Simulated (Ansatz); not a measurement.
Si$_{2}$Mo:
```xyz
9
Lattice="4.5842 0.0000 0.0000 -2.2921 3.9700 0.0000 0.0000 0.0000 6.5763" Properties=species:S:1:pos:R:3 pbc="T T T"
Si    -1.1654     3.3195     5.4802
Si     1.1267     0.6505     1.0960
Si     0.0000     1.3010     3.2881
Si     3.4575     0.6505     5.4802
Si     1.1654     3.3195     1.0960
Si     2.2921     2.6690     3.2881
Mo     2.2921     0.0000     3.2881
Mo     1.1461     1.9850     5.4802
Mo    -1.1461     1.9850     1.0960
```

Relaxed with r²SCAN.

Question: Map the electron localisation function on the plane through (0.164, 0.836, 0.833) spanned by u = [1, 1, 0] and v = [1, -1, 0] in lattice vectors, from DFT-r²SCAN in the program Ansatz with PAW potentials.

Answer: x is the fraction of u, y of v (the angle between them is 90°; rows are the nearest grid lines); atoms in the plane: Si at (0.00, 0.00), Si at (0.50, 0.50), Si at (0.00, 0.67), Si at (0.50, 0.17), Mo at (0.00, 0.34), Mo at (0.50, 0.84).
```
y \ x   0.000  0.0870  0.174  0.261  0.348  0.435  0.565  0.652  0.739  0.826  0.913   1.00
------  -----  ------  -----  -----  -----  -----  -----  -----  -----  -----  -----  -----
1.00    0.657   0.215  0.608  0.565  0.391  0.368  0.368  0.391  0.565  0.608  0.215  0.657
0.925   0.377   0.614  0.733  0.386  0.301  0.637  0.637  0.301  0.386  0.733  0.614  0.377
0.850   0.659   0.652  0.496  0.199  0.637  0.607  0.607  0.637  0.199  0.496  0.652  0.659
0.775   0.621   0.711  0.661  0.273  0.476  0.755  0.755  0.476  0.273  0.661  0.711  0.621
0.700   0.320   0.287  0.691  0.556  0.272  0.256  0.256  0.272  0.556  0.691  0.287  0.320
0.625   0.226   0.272  0.547  0.512  0.544  0.673  0.673  0.544  0.512  0.547  0.272  0.226
0.550   0.713   0.653  0.521  0.529  0.505  0.248  0.248  0.505  0.529  0.521  0.653  0.713
0.450   0.456   0.326  0.252  0.599  0.710  0.319  0.319  0.710  0.599  0.252  0.326  0.456
0.375   0.599   0.743  0.442  0.274  0.635  0.693  0.693  0.635  0.274  0.442  0.743  0.599
0.300   0.567   0.740  0.452  0.266  0.626  0.690  0.690  0.626  0.266  0.452  0.740  0.567
0.225   0.488   0.348  0.247  0.591  0.717  0.338  0.338  0.717  0.591  0.247  0.348  0.488
0.150   0.576   0.528  0.476  0.576  0.473  0.196  0.196  0.473  0.576  0.476  0.528  0.576
0.0750  0.445   0.504  0.558  0.496  0.580  0.651  0.651  0.580  0.496  0.558  0.504  0.445
0.000   0.657   0.215  0.608  0.565  0.391  0.368  0.368  0.391  0.565  0.608  0.215  0.657
```

The density is the valence pseudo-density with augmentation charge, so density and ELF within about 1 Å of a nucleus are not all-electron values.

Space group P6_222. The first step of the workflow began from a Materials Project structure, measured or hypothetical; the Crystallography Open Database copy checked does not list it. It is not the phase usual at ambient conditions (space group No. 139). The cell was relaxed with r²SCAN under the symmetry of its start; whether a distortion lowers the energy is not shown. The run is not spin-polarised.

Potentials: the later of the program's two PAW sets.
